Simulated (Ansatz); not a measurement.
Calculated ⁴⁷Ti nuclear quadrupole resonance for TiO₂

Cell: a structure deposited in the COD, ions relaxed with PBE at fixed cell.

Space group Pbca (No. 61); a = 5.1380, b = 9.1740, c = 5.4490 Å.

```
site  Wyckoff  site symmetry       x       y       z
  Ti       8c              1  0.1390  0.1290  0.9051
  O9       8c              1  0.8153  0.0096  0.8506
 O17       8c              1  0.4642  0.2303  0.8907
```

One atom of each set is listed.

Level of theory: DFT, r2SCAN, plane waves and PAW (field gradients read without the response of the frozen cores, which leaves them typically 4 to 6 % off), scalar-relativistic, 500 eV cutoff, Γ-centred 5×3×5 k-points, Fermi–Dirac smearing 0.02 eV (Ansatz 0.2.0).

⁴⁷Ti: I = 5/2, Q = 302.0 mb (year-2017 value). Static lattice, zero field.

Question: At which frequencies do the ⁴⁷Ti NQR lines lie?

Answer: For I = 5/2 and η = 0 the lines are 3|C_Q|/20 and twice that; η pulls their ratio below 2. At large η the states mix, and weaker lines appear at sums of the main ones; lines under 5 % of the strongest are left out.

| site | atoms | V_zz (10²¹ V/m²) | C_Q (MHz) | η | line frequencies (MHz) |
| --- | --- | --- | --- | --- | --- |
| Ti | 8 | 1.96 | 14.3 | 0.87 | 3.48, 3.87, 7.35 |

Question: And for ⁴⁹Ti (I = 7/2, Q = 247.0 mb) on Ti?

Answer: C_Q scales with Q to 11.7 MHz, with lines at 1.54, 2.03, 2.31 MHz.

Hardware: 1 thread of Intel Xeon 6975P-C (Granite Rapids) (x86_64; 16 cores open to the job, memory cap 3.0 GiB, no GPU), a shared host with a load of 0.1 a core. Wall time 45 s, CPU time 45 s, peak memory 1.3 GiB.
